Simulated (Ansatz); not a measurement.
# Ansatz 0.2.0, relaxation: Ba$_{2}$LaReF$_{6}$

Run with:

```bash
ansatz run input.yaml --threads 2 --pin off --max-ram 3584MiB --backend cpu --events-out ev --progress --plain --runs-dir out
```

Input:

```yaml
crystal:
  lattice:
    - [0.0, 4.37273168, 4.37273168]
    - [4.37273168, 0.0, 4.37273168]
    - [4.37273168, 4.37273168, 0.0]
  atoms:
    - { symbol: La, position: [0.5, 0.5, 0.5] }
    - { symbol: Ba, position: [0.25, 0.25, 0.25] }
    - { symbol: Ba, position: [0.75, 0.75, 0.75] }
    - { symbol: Re, position: [0.0, 0.0, 0.0] }
    - { symbol: F, position: [0.776, 0.224, 0.224] }
    - { symbol: F, position: [0.224, 0.776, 0.224] }
    - { symbol: F, position: [0.224, 0.776, 0.776] }
    - { symbol: F, position: [0.776, 0.224, 0.776] }
    - { symbol: F, position: [0.224, 0.224, 0.776] }
    - { symbol: F, position: [0.776, 0.776, 0.224] }
  symmetry: { tolerance: 0.0003 }
kpoints:
  mp_grid: { grid: [5, 5, 5], shift: [0, 0, 0] }
magnetization:
  spin_polarized: false
scf:
  occupations: { method: fermi_dirac, width: 0.05 }
  lower_state_search: "off"
hamiltonian:
  pseudopotentials: { kind: paw }
  xc: r2scan
basis:
  ecutwfc: 500
  fft_grid_basis: typed
relax:
  max_steps: 80
  cell: { p_target: 5.0 }
  f_tol: 0.03
output:
  forces: true
  stress: true
  eigenvalues: true
  bader: true
  populations: true
  elf: true
  write_potential: true
  volumetric_format: npy
  dos:
    e_range: [-12, 8]
    de: 0.05
    projected: { site_lists: { Ba: [Ba], F: [F], La: [La], Re: [Re] } }
  write_density: true
checkpoint:
  read: saved_state
```

Origin of the cell: a known structure type with other elements, at an estimated volume, so it need not be a known compound.

The saved state is a converged single point of the same cell.

Steps («new basis» is an SCF on plane waves selected anew at the same cell):

| step | ΔH (meV/atom) | max force component (eV/Å) | P (GPa) | volume (Å³) | SCF iterations | step was |
| --- | --- | --- | --- | --- | --- | --- |
| 1 | 0.0 | 2.489 | 13.63 | 167.22 | 7 | accepted |
| 2 | -95.9 | 1.160 | 7.81 | 173.01 | 9 | accepted |
| 3 | -118.4 | 0.127 | 10.36 | 169.27 | 8 | accepted |
| 4 | -133.3 | 0.170 | 5.75 | 177.74 | 8 | accepted |
| 5 | -134.7 | 0.069 | 5.14 | 179.74 | 7 | accepted |
| 6 | -134.9 | 0.002 | 5.01 | 180.52 | 7 | accepted |
| 7 | -135.4 | 0.003 | 4.97 | 180.52 | 8 | new basis |

Before:

Space group Fm-3m (No. 225); the run's cell has a = 6.184 Å, b = 6.184 Å, c = 6.184 Å, α = 60.00°, β = 60.00°, γ = 60.00°. Shortest distances: F–Re 1.96 Å, F–La 2.41 Å, F–F 2.77 Å, Ba–F 3.10 Å.

The relaxed structure.

Space group Fm-3m (No. 225); the run's cell has a = 6.344 Å, b = 6.344 Å, c = 6.344 Å, α = 60.00°, β = 60.00°, γ = 60.00°. Shortest distances: F–Re 2.19 Å, F–La 2.29 Å, F–F 3.10 Å, Ba–F 3.17 Å.

```yaml
crystal:
  lattice:
    - [0.00000, 4.48571, 4.48571]
    - [4.48571, 0.00000, 4.48571]
    - [4.48571, 4.48571, 0.00000]
  atoms:
    - { symbol: La, position: [0.50000, 0.50000, 0.50000] }
    - { symbol: Ba, position: [0.25000, 0.25000, 0.25000] }
    - { symbol: Ba, position: [0.75000, 0.75000, 0.75000] }
    - { symbol: Re, position: [0.00000, 0.00000, 0.00000] }
    - { symbol: F, position: [0.75554, 0.24446, 0.24446] }
    - { symbol: F, position: [0.24446, 0.75554, 0.24446] }
    - { symbol: F, position: [0.24446, 0.75554, 0.75554] }
    - { symbol: F, position: [0.75554, 0.24446, 0.75554] }
    - { symbol: F, position: [0.24446, 0.24446, 0.75554] }
    - { symbol: F, position: [0.75554, 0.75554, 0.24446] }
```

```
Enthalpy lowered by     : 135.4 meV/atom
Volume change           : 7.95 %
Final pressure          : 4.97 GPa
Relaxation steps listed : 7
Gap on the mesh         : none (metal)
```

Caveats: no moments, though an odd count or open d shells may carry them; no spin-orbit coupling, though heavy elements are present; the relaxation held the start's symmetry, so the end may be a saddle point.

The run took 110 s on 2 threads of Arm Neoverse V1 (shared host), peak memory 1.1 GiB, from a saved density.
